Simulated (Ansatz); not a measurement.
A plane-wave DFT run in Ansatz 0.2.0 (scalar-relativistic PAW potentials unless the input names others): input and command.

```yaml
crystal:
  lattice:
    - [2.8999984104, 0.0, 0.0]
    - [-1.4499992052, 2.5114722944, 0.0]
    - [0.0, 0.0, 4.88]
  atoms:
    - { symbol: Au, position: [0.2229552765, 0.7562555506, 0.75] }
    - { symbol: Au, position: [0.6666666667, 0.3333333333, 0.25] }
basis:
  ecutwfc: 420
kpoints:
  mp_grid: { grid: [18, 18, 10] }
hamiltonian:
  xc: scan0x
scf:
  occupations: { method: gaussian, width: 0.15 }
  max_iter: 100
output:
  forces: true
  eigenvalues: true
  stress: true
```

```bash
ansatz run input.yaml --threads 1 --pin off --max-ram 2560MiB --backend cpu --events-out ev --progress --plain --runs-dir out
```

Will this input run?

The program refuses it, because of an unknown functional (hamiltonian.xc: "pbesol" → "scan0x"). With the sound run's settings it is accepted.

Abridged log:
```
Error: YAML parse error: error: line 14 column 7: hamiltonian.xc: unknown variant `scan0x`, expected one of `lda`, `lda-pw`, `pw92`, `pbe`, `pbesol`, `rpbe`, `revpbe`, `blyp`, `pbe0`, `revpbe0`, `b3lyp`, `b3lyp5`, `hse06`, `wpbeh`, `hiss`, `lc_wpbe`, `cam_b3lyp`, `hf`, `r2scan`, `r2scanh`, `r2scan0`, `r2scan50`, `mr2scan`
  --> <input>:14:7
   |
12 |   mp_grid: { grid: [18, 18, 10] }
13 | hamiltonian:
14 |   xc: scan0x
   |       ^ hamiltonian.xc: unknown variant `scan0x`, expected one of `lda`, `lda-pw`, `pw92`, `pbe`, `pbesol`, `rpbe`, `revpbe`, `blyp`, `pbe0`, `revpbe0`, `b3lyp`, `b3lyp5`, `hse06`, `wpbeh`, `hiss`, `lc_wpbe`, `cam_b3lyp`, `hf`, `r2scan`, `r2scanh`, `r2scan0`, `r2scan50`, `mr2scan`
15 | scf:
16 |   occupations: { method: gaussian, width: 0.15 }
   |
```